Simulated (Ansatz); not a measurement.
MgS:
```
CELL_PARAMETERS angstrom
      6.80399     0.00000     0.00000
      0.00000     6.80399     0.00000
      0.00000     0.00000     4.06581
ATOMIC_POSITIONS crystal
  Mg 0.32636 0.67364 0.00000
  Mg 0.67364 0.32636 0.00000
  Mg 0.82636 0.82636 0.50000
  Mg 0.17364 0.17364 0.50000
  S  0.31155 0.31155 0.00000
  S  0.68845 0.68845 0.00000
  S  0.18845 0.81155 0.50000
  S  0.81155 0.18845 0.50000
```

Relaxed with PBEsol. Special points in fractions of this cell's reciprocal vectors: Γ (0.000, 0.000, 0.000); X (0.000, 0.500, 0.000); M (0.500, 0.500, 0.000); Z (0.000, 0.000, 0.500); R (0.000, 0.500, 0.500); A (0.500, 0.500, 0.500).

**Question.** List the band energies nearest the valence-band maximum at these points for the program Ansatz at the PBEsol level (PAW).

**Answer.** In eV from the valence-band maximum; about four levels below and three above (degenerate sets whole), none deeper than 8.9 eV; points with the same levels are listed once.

| k | below | above |
|---|---|---|
| Γ | -0.31 -0.06 -0.06 0.00 | 3.28 4.57 4.97 4.97 |
| X | -0.44 -0.44 -0.36 -0.36 | 4.75 4.75 4.96 4.96 |
| M | -0.65 -0.65 -0.59 -0.59 | 4.82 4.82 5.46 5.46 |
| Z | -0.95 -0.95 -0.88 -0.88 | 5.01 5.01 6.49 6.49 |
| R | -0.78 -0.78 -0.44 -0.44 | 4.96 4.96 5.40 5.40 |
| A | -0.70 -0.70 -0.53 -0.53 | 4.41 4.41 4.71 4.71 |

Space group P4_2/mnm. The start of the workflow was typed in or built on a structure type; neither database checked (COD, Materials Project) lists it. COD files the formula under space group No. 225. Whether it is the stable phase at ambient conditions was not checked. Symmetry was held in the PBEsol relaxation; its stability against distortions is not shown here.

Potentials: the earlier of the program's two PAW sets. The files were generated under PBE; for other functionals the program regenerates the frozen cores, and for LDA and PBEsol the local potential too.
